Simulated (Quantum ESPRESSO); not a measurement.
# Al6TiIn: input and log of a self-consistent run

A calculation, not a measurement. The program is pw.x of Quantum ESPRESSO 7.5 (plane-wave density functional theory). The cell is made up: eight metal atoms on a face-centred cubic lattice, with elements, volume, strain and displacements drawn at random and not relaxed, so it may be unstable or far from any real phase. PseudoDojo standard norm-conserving files set the functional (PBE unless stated); there is no spin polarisation or spin-orbit coupling, the Fermi-Dirac width of 0.25 eV means electrons at about 2900 K, and the masses in the input are unused placeholders. A spin test at this wide smearing found no moment, but such smearing suppresses magnetism that the real alloy may have.

Input:

```
&control calculation='scf', pseudo_dir='./dojo.nc.sr.pbe.v0_5.standard.upf', outdir='./o', disk_io='minimal', tprnfor=.true., tstress=.true. /
&system ibrav=0, nat=8, ntyp=3, nbnd=32, ecutwfc=84.00895049, nosym=.true., tot_charge=0,
 occupations='smearing', smearing='fd', degauss=0.0183746611
/
&electrons conv_thr=1.470e-08, electron_maxstep=70, mixing_beta=0.5 /
ATOMIC_SPECIES
Al 1.0 Al.upf
In 1.0 In.upf
Ti 1.0 Ti.upf
CELL_PARAMETERS angstrom
0.0 0.0 -4.214
4.214 0.0 0.0
0.0 -8.428 0.0
ATOMIC_POSITIONS angstrom
Al 0.0345 -0.0313 0.0015
Al 0.0254 -4.3154 0.0122
Al 2.2011 -2.1734 -0.0573
Ti 2.1284 -6.4262 0.0021
Al 0.0479 -2.1451 -1.9872
In 0.0763 -6.3473 -2.0572
Al 2.0585 0.0153 -2.0891
Al 2.0504 -4.2196 -1.9893
K_POINTS automatic
7 7 4 1 1 1
```

The log is shortened where brackets say so; the opening notice, blank lines, dates and the lines on written files are dropped, and the path of the files is cut. It prints rydbergs, bohrs and kilobars, and counts compression as positive stress. Its total energy is the free energy E - TS of the whole cell.

```
     Program PWSCF v.7.5
     Parallel version (MPI & OpenMP), running on       4 processor cores
     Number of MPI processes:                 4
     Threads/MPI process:                     1
     [start-up lines left out]
     bravais-lattice index     =            0
     lattice parameter (alat)  =       7.9633  a.u.
     unit-cell volume          =    1009.9740 (a.u.)^3
     number of atoms/cell      =            8
     number of atomic types    =            3
     number of electrons       =        43.00
     number of Kohn-Sham states=           32
     kinetic-energy cutoff     =      84.0090  Ry
     charge density cutoff     =     336.0358  Ry
     scf convergence threshold =      1.5E-08
     mixing beta               =       0.5000
     number of iterations used =            8  plain     mixing
     Exchange-correlation= PBE
                           (   1   4   3   4   0   0   0)
     [axes and pseudopotential details left out]
   Cartesian axes
     site n.     atom                  positions (alat units)
         1        Al     tau(   1) = (   0.0081870  -0.0074276   0.0003560  )
         2        Al     tau(   2) = (   0.0060275  -1.0240626   0.0028951  )
         3        Al     tau(   3) = (   0.5223303  -0.5157570  -0.0135975  )
         4        Ti     tau(   4) = (   0.5050783  -1.5249644   0.0004983  )
         5        Al     tau(   5) = (   0.0113669  -0.5090413  -0.4715710  )
         6        In     tau(   6) = (   0.0181063  -1.5062411  -0.4881822  )
         7        Al     tau(   7) = (   0.4884907   0.0036308  -0.4957523  )
         8        Al     tau(   8) = (   0.4865686  -1.0013289  -0.4720693  )
     number of k points=    98  Fermi-Dirac smearing, width (Ry)=  0.0184
                       cart. coord. in units 2pi/alat
        k(    1) = (   0.0714286  -0.0625000  -0.0714286), wk =   0.0204082
        k(    2) = (   0.0714286  -0.1875000  -0.0714286), wk =   0.0204082
     [further k points left out]
     Dense  grid:   105033 G-vectors     FFT dimensions: (  48,  48,  96)
     Estimated max dynamical RAM per process >     291.18 MB
     Estimated total dynamical RAM >       1.06 GB
     Initial potential from superposition of free atoms
     starting charge      42.9798, renormalised to      43.0000
     Starting wfcs are   43 randomized atomic wfcs
     total cpu time spent up to now is        9.6 secs
     per-process dynamical memory:   243.1 Mb
     Self-consistent Calculation
     iteration #  1     ecut=    84.01 Ry     beta= 0.50
     Davidson diagonalization with overlap
     ethr =  1.00E-02,  avg # of iterations =  3.4
     Threshold (ethr) on eigenvalues was too large:
     Diagonalizing with lowered threshold
     Davidson diagonalization with overlap
     ethr =  6.50E-04,  avg # of iterations =  2.4
     total cpu time spent up to now is       52.4 secs
     total energy              =    -279.32880042 Ry
     estimated scf accuracy    <       0.27878300 Ry
     iteration #  2     ecut=    84.01 Ry     beta= 0.50
     Davidson diagonalization with overlap
     ethr =  6.48E-04,  avg # of iterations =  5.8
     total cpu time spent up to now is       76.1 secs
     total energy              =    -279.20292080 Ry
     estimated scf accuracy    <       3.70609979 Ry
     iteration #  3     ecut=    84.01 Ry     beta= 0.50
     Davidson diagonalization with overlap
     ethr =  6.48E-04,  avg # of iterations =  5.1
     total cpu time spent up to now is       97.4 secs
     total energy              =    -279.44972015 Ry
     estimated scf accuracy    <       0.05303572 Ry
     iteration #  4     ecut=    84.01 Ry     beta= 0.50
     Davidson diagonalization with overlap
     ethr =  1.23E-04,  avg # of iterations =  4.7
     total cpu time spent up to now is      121.4 secs
     total energy              =    -279.46125889 Ry
     estimated scf accuracy    <       0.01697906 Ry
     iteration #  5     ecut=    84.01 Ry     beta= 0.50
     Davidson diagonalization with overlap
     ethr =  3.95E-05,  avg # of iterations =  2.3
     total cpu time spent up to now is      138.8 secs
     total energy              =    -279.46213867 Ry
     estimated scf accuracy    <       0.00111730 Ry
     [iterations 6 to 7 left out]
     iteration #  8     ecut=    84.01 Ry     beta= 0.50
     Davidson diagonalization with overlap
     ethr =  1.09E-07,  avg # of iterations =  4.0
     total cpu time spent up to now is      198.2 secs
     total energy              =    -279.46244348 Ry
     estimated scf accuracy    <       0.00003219 Ry
     iteration #  9     ecut=    84.01 Ry     beta= 0.50
     Davidson diagonalization with overlap
     ethr =  7.49E-08,  avg # of iterations =  1.8
     total cpu time spent up to now is      217.4 secs
     total energy              =    -279.46244685 Ry
     estimated scf accuracy    <       0.00000311 Ry
     iteration # 10     ecut=    84.01 Ry     beta= 0.50
     Davidson diagonalization with overlap
     ethr =  7.23E-09,  avg # of iterations =  2.5
     total cpu time spent up to now is      235.2 secs
     total energy              =    -279.46244740 Ry
     estimated scf accuracy    <       0.00000059 Ry
     iteration # 11     ecut=    84.01 Ry     beta= 0.50
     Davidson diagonalization with overlap
     ethr =  1.38E-09,  avg # of iterations =  3.4
     total cpu time spent up to now is      257.3 secs
     total energy              =    -279.46244750 Ry
     estimated scf accuracy    <       0.00000006 Ry
     iteration # 12     ecut=    84.01 Ry     beta= 0.50
     Davidson diagonalization with overlap
     ethr =  1.33E-10,  avg # of iterations =  4.2
     total cpu time spent up to now is      280.2 secs
     End of self-consistent calculation
     [lines on levels left out]
!    total energy              =    -279.46244751 Ry
     estimated scf accuracy    <          1.1E-09 Ry
     smearing contrib. (-TS)   =      -0.06909950 Ry
     internal energy E=F+TS    =    -279.39334801 Ry
     The total energy is F=E-TS. E is the sum of the following terms:
     one-electron contribution =    -187.17243517 Ry
     hartree contribution      =     114.37289361 Ry
     xc contribution           =     -70.30521716 Ry
     ewald contribution        =    -136.28858929 Ry
     convergence has been achieved in  12 iterations
     Forces acting on atoms (cartesian axes, Ry/au):
     atom    1 type  1   force =    -0.00366368   -0.01438422    0.00649132
     atom    2 type  1   force =    -0.00368800    0.01548441    0.01108234
     atom    3 type  1   force =    -0.00259384    0.00526559    0.01727789
     atom    4 type  3   force =     0.00514049    0.01147898    0.00926244
     atom    5 type  1   force =    -0.00069785    0.00005918   -0.01354077
     atom    6 type  2   force =    -0.02139832   -0.00024741   -0.01214098
     atom    7 type  1   force =     0.01334210   -0.02104157   -0.00463863
     atom    8 type  1   force =     0.01355910    0.00338505   -0.01379362
     Total force =     0.055070     Total SCF correction =     0.000169
     Computing stress (Cartesian axis) and pressure
          total   stress  (Ry/bohr**3)                   (kbar)     P=      -46.37
  -0.00036979  -0.00000508  -0.00001121          -54.40       -0.75       -1.65
  -0.00000508  -0.00021657   0.00001419           -0.75      -31.86        2.09
  -0.00001121   0.00001419  -0.00035935           -1.65        2.09      -52.86
     init_run     :      8.90s CPU      9.48s WALL (       1 calls)
     electrons    :    268.66s CPU    270.63s WALL (       1 calls)
     forces       :      2.63s CPU      2.66s WALL (       1 calls)
     stress       :      9.08s CPU      9.09s WALL (       1 calls)
     [timing details left out]
     PWSCF        :   4m49.39s CPU   4m52.07s WALL
     JOB DONE.
```

In other units: free energy -3802.280 eV for the cell, pressure -4.64 GPa, largest force component 0.550 eV/Å in size. The run took 294 s of wall time with four MPI processes on a shared machine (AMD EPYC, older, virtual cores), so the time is rough. A rerun of this cell at a higher cutoff and on a denser mesh moved values by no more than 0.013 eV in energy, 0.07 GPa in stress and 0.019 eV/Å in force, and a second program with other atomic files agreed on that cell to 2 % rms in force and 0.5 GPa in pressure.